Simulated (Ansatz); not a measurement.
Pb₂SeS in space group P4/mmm (No. 123; Pb on 1a, Pb on 1d, Se on 1c, S on 1b), the program Ansatz at the PBEsol level (PAW), all energies at zero smearing, with the estimated change up to a 700 eV cutoff added, with one set of potentials and settings (totals compare only within such a set). Cell of 4 atoms (2 Pb, 1 Se, 1 S): -29821.095 eV.

```csv
element,reference phase,E (eV/atom)
Pb,"Fm-3m, 1 atoms in the cell",-11754.9486
Se,"P3_121, 3 atoms in the cell",-5424.2079
S,"Fddd, 32 atoms in the cell",-884.8920
```

Formation energy per atom, worked out: (-29821.095 − 2×(-11754.9486) − 1×(-5424.2079) − 1×(-884.8920))/4 = -0.525 eV/atom (-51 kJ per mol of atoms), at 0 K, without zero-point energy or fitted corrections.

The workflow started from a Materials Project entry (that database holds measured and hypothetical structures alike); the Crystallography Open Database copy checked does not list it. With Se and S taken as one species the cell has the higher symmetry Fm-3m, so it may be an ordered model of a mixed-site phase. Whether it is the stable phase at ambient conditions was not checked. The PBEsol relaxation kept the symmetry of its start; of distortions, only those at the zone centre were tested. The references are the lowest solids computed at this level, not always the standard phases. Scalar-relativistic: spin–orbit coupling is off unless named, which matters more the heavier the elements.

Potentials: the later of the program's two PAW sets.
